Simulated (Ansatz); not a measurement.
Re$_{7}$B$_{3}$:
Space group P6₃mc (No. 186); a = b = 7.5013 Å, c = 4.8873 Å, α = β = 90.00°, γ = 120.00°

```csv
atom,site,symmetry,x,y,z
Re,2b,3m.,0.3333,0.6667,0.0858
Re,6c,.m.,0.1227,0.2455,0.2523
Re,6c,.m.,0.5457,0.0914,0.0491
B,6c,.m.,0.3794,0.1897,0.3406
```

Relaxed at zero pressure with the program Ansatz at the r²SCAN level (PAW).

Task: The volume is raised by 6 % and shape and atoms relax at that volume. What pressure results, and how do the axes share the change?

Result: -19.8 GPa; a 1.9 %, b 1.9 %, c 2.1 %; the energy rises by 47 meV/atom.

Task: Give the new structure.

Result: 
Space group P6₃mc (No. 186); a = 7.6423 Å, b = 7.6423 Å, c = 4.9911 Å, α = 90.00°, β = 90.00°, γ = 120.00°

| atom | site | symmetry | x | y | z |
|---|---|---|---|---|---|
| Re | 2b | 3m. | 0.3333 | 0.6667 | 0.0867 |
| Re | 6c | .m. | 0.1231 | 0.2462 | 0.2507 |
| Re | 6c | .m. | 0.5463 | 0.0926 | 0.0496 |
| B | 6c | .m. | 0.3787 | 0.1893 | 0.3414 |

The phase is kept; no other phase was compared at this pressure.

Space group P6_3mc. The first step of the workflow began from a Materials Project structure, measured or hypothetical; the Crystallography Open Database copy checked does not list it. Whether it is the stable phase at ambient conditions was not checked. Symmetry was held in the r²SCAN relaxation; its stability against distortions is not shown here. No spin polarisation was allowed. Spin–orbit coupling is left out wherever it is not named.

Potentials: the later of the program's two PAW sets.
